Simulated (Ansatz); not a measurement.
# Magnetic orders of MoS

The calculation used Ansatz, DFT PBEsol+U, scalar-relativistic, plane waves, PAW.

```yaml
crystal:
  lattice:
    - [0.00000, 2.44782, 2.44782]
    - [2.44782, 0.00000, 2.44782]
    - [2.44782, 2.44782, 0.00000]
  atoms:
    - { symbol: Mo, position: [0.00000, 0.00000, 0.00000] }
    - { symbol: S, position: [0.50000, 0.50000, 0.50000] }
```

| Item | Value |
| --- | --- |
| plane-wave cutoff | 420 eV |
| Γ-centred k-mesh | 14×14×14 |
| occupation rule | Gaussian smearing, 0.05 eV |
| U_eff on Löwdin-orthogonalised atomic d orbitals | Mo 4 eV |
| list of starting moments (μB, in atom order) | 3.5 0 |
| check for lower electronic states after the SCF | on |

All runs keep this geometry, which isn't relaxed for the lowest state (largest force there 0.000 eV/Å, pressure 24.2 GPa) and needn't be a stable compound; relaxing each order would shift the differences by some 180 meV/atom, going by the pressures and a bulk modulus of about 150 GPa. Site moments are spin moments in atom-centred spheres that scale with the neighbour distance. The states are those that the runs reached from these starts; a lower one can exist. No antiferromagnetic start is among these.

**Question.** Starts tried: no spin; large parallel starting moments. Which state comes out lowest, and what are the moments?

**Answer.** Of the states reached here, with no antiferromagnetic start among them, the lowest is ferromagnetic, reached from the start “large parallel starting moments”, with site moments (μB) Mo +1.98, S +0.07.

```
                          start ends energy above lowest (meV/atom) site moments (μB) gap on mesh (eV) P (GPa)
                        no spin non-magnetic                             508     none over 0.05             metal      1.7
large parallel starting moments ferromagnetic                            0.00  Mo +1.98, S +0.07             metal     24.2
```

Cost: 2 runs of about 1.3 core-minutes in all, on Intel Xeon Processor @ 2.70GHz (shared hosts).